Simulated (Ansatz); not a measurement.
Cells of CoSi$_{2}$ relaxed with r2SCAN (plane waves to 500 eV, PAW, scalar-relativistic; Ansatz, a program for electronic structure), each with a space-group label. One label is wrong.

**A**, labelled R3m (No. 160)
```yaml
crystal:
  lattice:
    - [0.00000, 3.72896, 4.51124]
    - [2.07055, 0.00000, 4.51124]
    - [2.07055, 3.72896, 0.00000]
  atoms:
    - { symbol: Si, position: [0.66701, 0.33299, 0.66701] }
    - { symbol: Si, position: [0.33299, 0.66701, 0.33299] }
    - { symbol: Si, position: [0.58299, 0.91701, 0.58299] }
    - { symbol: Si, position: [0.91701, 0.58299, 0.91701] }
    - { symbol: Co, position: [0.00000, 0.00000, 0.00000] }
    - { symbol: Co, position: [0.25000, 0.25000, 0.25000] }
```

**B**, labelled Pmma (No. 51)
```
CELL_PARAMETERS angstrom
      4.82035     0.00000     0.00000
      0.00000     2.54486     0.00000
      0.00000     0.00000     7.59510
ATOMIC_POSITIONS crystal
  Co 0.00000 0.00000 0.00000
  Co 0.50000 0.00000 0.00000
  Si 0.75000 0.50000 0.79443
  Si 0.25000 0.50000 0.20557
  Si 0.00000 0.50000 0.50000
  Si 0.50000 0.50000 0.50000
```

**C**, labelled Fm-3m (No. 225)
```
CELL_PARAMETERS angstrom
      0.00000     2.65781     2.65781
      2.65781     0.00000     2.65781
      2.65781     2.65781     0.00000
ATOMIC_POSITIONS crystal
  Co 0.00000 0.00000 0.00000
  Si 0.25000 0.25000 0.25000
  Si 0.75000 0.75000 0.75000
```

Which label is wrong, and what should it be (tolerance 0.01 Å)?

A: its symmetry is Fddd, origin choice 1 (No. 70), oF24; a = 4.141 Å, b = 7.458 Å, c = 9.022 Å, α = β = γ = 90.00°.

Each run could gain symmetry but not lose that of its start, so entries can be saddle points. From databases, or of a type measured for this composition: Fm-3m, cF12, AFLOW prototype AB2_cF12_225_a_c (C1, as in CaF2), non-magnetic; the others are generated cells (placed on structure types, drawn at random, substituted or restacked) that were not matched to a known phase here.

Spin states reached: non-magnetic, ferromagnetic; non-magnetic ones ran without spin or lost their moments; spin orders were not searched systematically. r2SCAN tends to overstate moments in metals.
